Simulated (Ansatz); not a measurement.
## SnO with an O vacancy: gradients before and after relaxing the atoms

Start: a supercell of SnO (space group P4/nmm) built from a computed structure from the Materials Project (it need not be an observed phase), with all atoms left at the host's positions.

```
Sn O
1.0
     7.62739    0.00000    0.00000
     0.00000    7.62739    0.00000
     0.00000    0.00000    9.77383
Sn O
16 15
Direct
  0.00000 0.25000 0.11769
  0.00000 0.25000 0.61769
  0.00000 0.75000 0.11769
  0.00000 0.75000 0.61769
  0.50000 0.25000 0.11769
  0.50000 0.25000 0.61769
  0.50000 0.75000 0.11769
  0.50000 0.75000 0.61769
  0.25000 0.00000 0.38231
  0.25000 0.00000 0.88231
  0.25000 0.50000 0.38231
  0.25000 0.50000 0.88231
  0.75000 0.00000 0.38231
  0.75000 0.00000 0.88231
  0.75000 0.50000 0.38231
  0.75000 0.50000 0.88231
  0.25000 0.25000 0.50000
  0.25000 0.75000 0.00000
  0.25000 0.75000 0.50000
  0.75000 0.25000 0.00000
  0.75000 0.25000 0.50000
  0.75000 0.75000 0.00000
  0.75000 0.75000 0.50000
  0.00000 0.00000 0.00000
  0.00000 0.00000 0.50000
  0.00000 0.50000 0.00000
  0.00000 0.50000 0.50000
  0.50000 0.00000 0.00000
  0.50000 0.00000 0.50000
  0.50000 0.50000 0.00000
  0.50000 0.50000 0.50000
```

Sites (sets of like atoms) are named by element and the number of their first atom in this list.

Method: Kohn–Sham DFT in Ansatz, PBE, plane waves and PAW, scalar-relativistic, 420 eV cutoff, Γ-centred 3×3×2 k-points, Fermi–Dirac smearing 0.01 eV, cell charge +2.

The largest force at the start is 0.60 eV/Å. Relaxing the ions at fixed cell moves them by 0.231 Å at most (atom 30, O) and 0.118 Å rms.

| site | atom | moved (Å) | first shell before | first shell after | V_zz before (10²¹ V/m²) | η before |
| --- | --- | --- | --- | --- | --- | --- |
| Sn1 | 1 | 0.171 | 3 O at 2.23 Å | 3 O at 2.14–2.19 Å | -14.62 | 0.67 |
| Sn2 | 2 | 0.014 | 4 O at 2.23 Å | 4 O at 2.24 Å | -16.62 | 0.03 |
| Sn3 | 3 | 0.056 | 4 O at 2.23 Å | 4 O at 2.27–2.37 Å | -16.45 | 0.07 |
| Sn4 | 4 | 0.004 | 4 O at 2.23 Å | 4 O at 2.21–2.23 Å | -16.62 | 0.00 |
| O17 | 17 | 0.000 | 4 Sn at 2.23 Å | 4 Sn at 2.24 Å | 1.08 | 0.00 |
| O18 | 18 | 0.206 | 4 Sn at 2.23 Å | 4 Sn at 2.14–2.29 Å | 1.15 | 0.49 |
| O19 | 19 | 0.038 | 4 Sn at 2.23 Å | 4 Sn at 2.21–2.24 Å | 0.87 | 0.10 |
| O22 | 22 | 0.000 | 4 Sn at 2.23 Å | 4 Sn at 2.27 Å | <0.005 | – |
| O24 | 24 | 0.231 | 4 Sn at 2.23 Å | 4 Sn at 2.19–2.37 Å | 1.87 | 0.15 |
| O25 | 25 | 0.024 | 4 Sn at 2.23 Å | 4 Sn at 2.21–2.24 Å | 1.08 | 0.19 |

Question: What are V_zz and η after the relaxation?

Answer: 

```csv
site,atom,V_zz after,η after,change of V_zz
Sn1,1,-22.2,0.52,-7.56
Sn2,2,-16.52,0.06,+0.10
Sn3,3,-13.04,0.29,+3.41
Sn4,4,-17.64,0.01,-1.02
O17,17,0.56,0.00,-0.52
O18,18,1.59,0.18,+0.44
O19,19,-0.63,0.19,–
O22,22,-2.43,0.00,-2.43
O24,24,-3.18,0.36,–
O25,25,0.91,0.28,-0.17
```

The largest change of V_zz along a kept axis is on Sn1, from -14.62 to -22.2. Small gradients that grow severalfold: O22 (<0.005 to -2.43). In per cent, |V_zz| changes by -21 to +52 on Sn (all sites that start above 2). Where |V_zz| stays above 0.1 and the axes keep their order, η moves most on O18, from 0.49 to 0.18. On O24, O19 the largest principal value lies along another axis in the second run, so the two V_zz can't be compared directly. The table leaves out 1 of the 11 sites, with |V_zz| up to 1.39; their tensors move by 0.18 at most along any direction. The statements above cover all sites. The host's own positions weren't relaxed first, so part of the change far from the defect can be the host's relaxation.

The run isn't spin-polarised, and a state with spin may lie lower. The defect repeats with the cell of 31 atoms, so it feels its images: sites between two images don't show the values beside a lone defect, and zeros or small values of η there can come from the images' arrangement. O and Sn carry a gradient in the pure host already, so the values there aren't the defect's effect alone. A uniform background compensates the cell's charge. The defect cell has no gap above 0.1 eV on its mesh, so the values can hang on the smearing and the k-mesh. Without spin–orbit coupling (the program notes it for Sn) the gradients can shift somewhat, as the gap is small.
Before: The neighbours have not yet relaxed around the defect (largest force 0.60 eV/Å), so a real crystal will differ.
After: The relaxation keeps the symmetry of the vacancy's site, so distortions that break it, Jahn–Teller ones too, aren't explored.
